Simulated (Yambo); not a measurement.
InP (zinc blende, space group F-43m, No. 216), G0W0@LDA in Yambo with this input:

```
rim_cut
gw0
dyson
el_el_corr
HF_and_locXC
ppa
em1d
RandQpts= 1000000
RandGvec= 1 Ry
EXXRLvcs= 70 Ry
VXCRLvcs= 280 Ry
Chimod= "HARTREE"
% BndsRnXp
 1 | 115 |
%
NGsBlkXp= 10 Ry
% LongDrXp
 1.0 | 1.0 | 1.0 |
%
PPAPntXp= 27.2114 eV
% GbndRnge
 1 | 115 |
%
GTermKind= "BG"
DysSolver= "n"
ExtendOut
```

On a 4×4×4 mesh, with wavefunctions cut at 70 Ry, the gap (Γ → Γ) is 1.135 eV and the valence edge shifts by -0.526 eV.

### Question
What happens with this change: exchange cut at 10 Ry?

### Answer
The gap falls by 0.087 eV, to 1.048 eV; the shift of the valence edge becomes -0.361 eV. Neither run is shown to be the converged limit.

The standard potential for In keeps a d shell in the valence without the s and p states of that shell. In tests on such compounds this moved G0W0 gaps by up to about 0.9 eV, so absolute quasiparticle energies here are unreliable; differences between settings are what counts.

Spin-orbit coupling is not included.

Geometry relaxed with LDA; primitive cell a = b = c = 4.1172 Å, α = β = γ = 60.00°.

A shift is the quasiparticle energy of the state minus its LDA energy.
